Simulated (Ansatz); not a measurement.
## VSi: levels along high-symmetry lines

```xyz
2
Lattice="0.0000 2.7646 2.7646 2.7646 0.0000 2.7646 2.7646 2.7646 0.0000" Properties=species:S:1:pos:R:3 pbc="T T T"
V     0.0000    0.0000    0.0000
Si    1.3823    1.3823    1.3823
```

Atom numbers follow the list: V1, Si2.

The structure comes from a relaxation in the same program, started in the zincblende type, and has space group F-43m. Whether it is a known phase or the ground state wasn't checked.

The magnetic state is the one reached from the start moments; no search over orders was made, so it needn't be the ground state.

Level of theory: DFT, PBE, all-electron LAPW, scalar-relativistic (Ansatz 0.2.0).

The runs use a Γ-centred 11×11×11 k mesh, Fermi–Dirac smearing of 0.05 eV, basis error target 1 meV/atom, spin-polarised from start moments V1 1.5 μB, ending with a cell moment of 0.56 μB.

Points in fractions of the reciprocal vectors of this cell: Γ (0, 0, 0), X (-0.5, -0.5, 0), U (-0.375, -0.375, 0.25), K (-0.375, 0, 0.375), L (0, 0, 0.5), W (-0.5, -0.25, 0.25). The path joins them by straight lines in the order Γ–X–U–K–Γ–L–W–X; legs that retrace an earlier one aren't tabulated. Energies are in eV from the Fermi level.

**Question.** Metal or insulator at this level of theory?

**Answer.** No gap opens: metallic or semimetallic.

**Question.** Tabulate bands 11 to 16 of the spin-up channel, counted from the lowest band of the run, along the path.

**Answer.** 
```
k (1/Å)  point  band 11  band 12  band 13  band 14  band 15  band 16
   0.00      Γ    -1.62    -1.62     0.07     0.07     6.18     6.18
   0.28           -1.53    -1.53    -0.09     0.14     5.00     5.00
   0.57           -1.26    -1.26    -0.43     0.30     3.44     3.44
   0.85           -0.83    -0.83    -0.64     0.48     1.86     2.15
   1.14      X    -0.59    -0.54    -0.54     0.55     0.87     1.55
   1.24           -0.60    -0.57    -0.56     0.52     0.76     1.61
   1.34           -0.75    -0.63    -0.58     0.45     0.62     1.68
   1.44           -1.09    -0.71    -0.55     0.36     0.63     1.70
   1.54      U    -1.51    -0.81    -0.46     0.26     0.78     1.66
   1.71           -1.77    -0.79    -0.42     0.24     0.79     1.63
   1.89           -1.94    -0.76    -0.42     0.25     0.75     1.62
   2.06           -1.77    -0.79    -0.42     0.24     0.79     1.63
   2.23      K    -1.51    -0.81    -0.46     0.26     0.78     1.66
   2.54           -2.02    -1.08    -0.02     0.15     1.28     1.80
   2.84           -1.57    -1.31    -0.14     0.26     2.44     2.95
   3.14           -1.55    -1.52    -0.03     0.09     4.53     4.64
   3.44      Γ    -1.62    -1.62     0.07     0.07     6.18     6.18
   3.69           -1.56    -1.56     0.04     0.04     4.56     5.74
   3.93           -1.44    -1.44     0.05     0.05     2.60     4.99
   4.18           -1.38    -1.38     0.20     0.20     1.18     4.30
   4.42      L    -1.38    -1.38     0.32     0.32     0.67     3.99
   4.62           -1.49    -1.30     0.27     0.31     0.65     3.43
   4.83           -1.77    -1.09     0.00     0.29     0.70     2.44
   5.03           -1.94    -0.76    -0.42     0.25     0.75     1.62
   5.23      W    -1.81    -0.70    -0.48     0.15     0.67     1.40
   5.37           -1.51    -0.68    -0.49     0.18     0.67     1.42
   5.51           -1.02    -0.64    -0.51     0.28     0.67     1.47
   5.65           -0.66    -0.60    -0.53     0.47     0.73     1.53
   5.80      X    -0.59    -0.54    -0.54     0.55     0.87     1.55
```
